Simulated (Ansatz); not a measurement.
Notes on K₂Al₄Ag

```
Ag K Al
1.0
     6.39504    0.00000    0.00000
     3.19752   -6.53366    0.00000
     0.00000    0.00000   -6.65780
Ag K Al
2 4 8
Direct
  0.50000 0.00000 0.50000
  0.00000 0.00000 0.00000
  0.14307 0.71386 0.48100
  0.35693 0.28614 0.98100
  0.85693 0.28614 0.51900
  0.64307 0.71386 0.01900
  0.66110 0.67780 0.43010
  0.83890 0.32220 0.93010
  0.33890 0.32220 0.56990
  0.16110 0.67780 0.06990
  0.27820 0.94360 0.75000
  0.22180 0.05640 0.25000
  0.72180 0.05640 0.25000
  0.77820 0.94360 0.75000
```

Method: r2SCAN, no spin polarisation; PAW, plane waves to 500 eV, 5×5×4 Γ-centred mesh, tetrahedron occupations (Ansatz 0.2.0), atoms fixed.

Forces: The largest is on Al7 (and as large on other atoms): 2.81 eV/Å, components (0.00, 2.81, 0.15). It makes 171° with the line to a nearest neighbour, Ag1 at 2.16 Å, pointing away from it.
Formation energy: 1.42 eV an atom against the elements' usual phases (free molecules for gases, crystals otherwise, with no correction for O₂ or N₂), so at this geometry it isn't bound against them. Relaxing would lower it.
Charges: Bader charges in e: K +0.45, Al +0.46 to +1.04, Ag -3.90. In the mean Al gives up most and Ag takes most.
Stress: The pressure is 28.5 GPa (compression positive), so with the atoms held at these fractions the cell would first expand; the forces are large, so a full relaxation may end otherwise. The principal stresses 16.9, 24.3, 44.3 GPa differ, so its shape would change too.
At the Fermi level: It is a metal, with about 8.3 states/eV a cell as the mean within 0.25 eV of the Fermi level, mostly Al p (71 %) and Al s (16 %).

Origin: a known structure type with other elements, at an estimated volume, so it need not be a known compound. Caveats: empty levels are not fully converged; atoms or cell far from equilibrium; forces and stress under tetrahedra may miss the slope of the energy.
